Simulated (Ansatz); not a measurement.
Be (hcp, Mg type)

```xyz
2
Lattice="2.2637 0.0000 0.0000 -1.1319 1.9604 0.0000 0.0000 0.0000 3.5639" Properties=species:S:1:pos:R:3 pbc="T T T"
Be     0.0000     1.3070     2.6729
Be     1.1319     0.6535     0.8910
```

The slice is a (1 -1 0 0) plane (indices of the conventional cell) through the point (0.333, 0.667, 0.750) (fractional), spanned by u = [110] and v = [001] in vectors of this cell: u (2.26 Å) and v (3.56 Å, at 90° to u). It covers one period; positions are fractions (u, v).

Calculation: r2SCAN (plane waves to 500 eV, PAW, scalar-relativistic; Ansatz, a first-principles code). k mesh 23×23×13. Near the nuclei the fields are pseudised (PAW); where an atom keeps semicore shells as valence, they peak there. Be was relaxed with its symmetry unable to fall.

Problem. What is the ELF at the midpoint of the shortest Be–Be line in this plane (2.26 Å)?

Solution. 0.62.

Problem. What is the valence density on the shortest Be–Be line in this plane (2.26 Å), at its midpoint?

Solution. 0.26 e/Å³.

Problem. Predict the map of the valence electron density on the slice.

Solution. 
```
|..::++##%%@@@@@@@@@@@@@@@@@@%%##++::|
|==++**##%%@@@@@@@@@@@@@@@@@@%%##**++|
|####%%%%@@@@@@@@@@@@@@@@@@@@@@%%%%##|
|%%%%%%@@@@@@@@@@@@@@@@@@@@@@@@@@%%%%|
|@@@@@@@@@@@@@@@@@@@@@@@@@@@@@@@@@@@@|
|@@@@@@@@@@@@@@@@@@@@@@@@@@@@@@@@@@@@|
|@@@@@@@@@@@@@@@@@@@@@@@@@@@@@@@@@@@@|
|@@@@@@@@@@@@@@@@@@@@@@@@@@@@@@@@@@@@|
|@@@@@@@@@@@@@@@@@@@@@@@@@@@@@@@@@@@@|
|@@@@@@@@@@@@@@@@@@@@@@@@@@@@@@@@@@@@|
|@@@@@@@@@@@@@@@@@@%%@@@@@@@@@@@@@@@@|
|@@@@@@@@@@@@@@@@%%%%%%@@@@@@@@@@@@@@|
|@@@@@@@@@@@@@@@@%%%%%%@@@@@@@@@@@@@@|
|@@@@@@@@@@@@@@@@%%%%%%@@@@@@@@@@@@@@|
|@@@@@@@@@@@@@@@@%%%%%%@@@@@@@@@@@@@@|
|@@@@@@@@@@@@@@@@%%%%%%@@@@@@@@@@@@@@|
|@@@@@@@@@@@@@@@@@@%%@@@@@@@@@@@@@@@@|
|@@@@@@@@@@@@@@@@@@@@@@@@@@@@@@@@@@@@|
|@@@@@@@@@@@@@@@@@@@@@@@@@@@@@@@@@@@@|
|@@@@@@@@@@@@@@@@@@@@@@@@@@@@@@@@@@@@|
|@@@@@@@@@@@@@@@@@@@@@@@@@@@@@@@@@@@@|
|@@@@@@@@@@@@@@@@@@@@@@@@@@@@@@@@@@@@|
|@@@@@@@@@@@@@@@@@@@@@@@@@@@@@@@@@@@@|
|%%%%%%@@@@@@@@@@@@@@@@@@@@@@@@@@%%%%|
|####%%%%@@@@@@@@@@@@@@@@@@@@@@%%%%##|
|==++**##%%@@@@@@@@@@@@@@@@@@%%##**++|
|..::++##%%@@@@@@@@@@@@@@@@@@%%##++::|
|  ..==**%%@@@@@@@@@@@@@@@@@@%%**==..|
```
Scale: ten equal steps from -1.31 (start of ' ') to -0.53 (end of '@'), in the order ' .:-=+*#%@'. Values: log₁₀ of the valence density in e/Å³. The map has 18 points along u (two characters each, u = 0 at the left) and 28 along v (v = 0 in the bottom row). The scale is logarithmic, as a density can span decades between atoms and voids.
